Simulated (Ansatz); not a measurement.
Data:

Ti$_{2}$Zn:
```cif
data_Ti2Zn
_chemical_formula_sum 'Ti2 Zn1'
_space_group_name_H-M_alt 'P 1'
_space_group_IT_number 1
_cell_length_a 5.69299
_cell_length_b 5.69299
_cell_length_c 5.69299
_cell_angle_alpha 149.204
_cell_angle_beta 149.204
_cell_angle_gamma 44.112
loop_
_space_group_symop_operation_xyz
  'x, y, z'
loop_
_atom_site_label
_atom_site_type_symbol
_atom_site_fract_x
_atom_site_fract_y
_atom_site_fract_z
_atom_site_occupancy
Ti1 Ti 0.66363 0.66363 0.00000 1
Ti2 Ti 0.33637 0.33637 0.00000 1
Zn1 Zn 0.00000 0.00000 0.00000 1
```

This is the r²SCAN-relaxed structure.

Question: All from r²SCAN (plane waves, PAW; program Ansatz), unless another level is named. Give the density of states at the Fermi level.

Answer: 0.92 states/eV per atom (mean over ±0.08 eV).

Question: Predict the formation energy from the elements (no fitted shifts).

Answer: -0.18 eV/atom.

Space group I4/mmm (MoSi2 or CaC2 type). The first step of the workflow began from a Materials Project structure, measured or hypothetical; the Crystallography Open Database copy checked does not list it. With Ti and Zn taken as one species the cell has the higher symmetry I4/mmm, so it may be an ordered model of a mixed-site phase. Its standing as an ambient phase is unchecked. The cell was relaxed with r²SCAN under the symmetry of its start; whether a distortion lowers the energy is not shown. No spin polarisation was allowed. The references are the lowest solids computed at this level, not always the standard phases.

Potentials: the later of the program's two PAW sets.
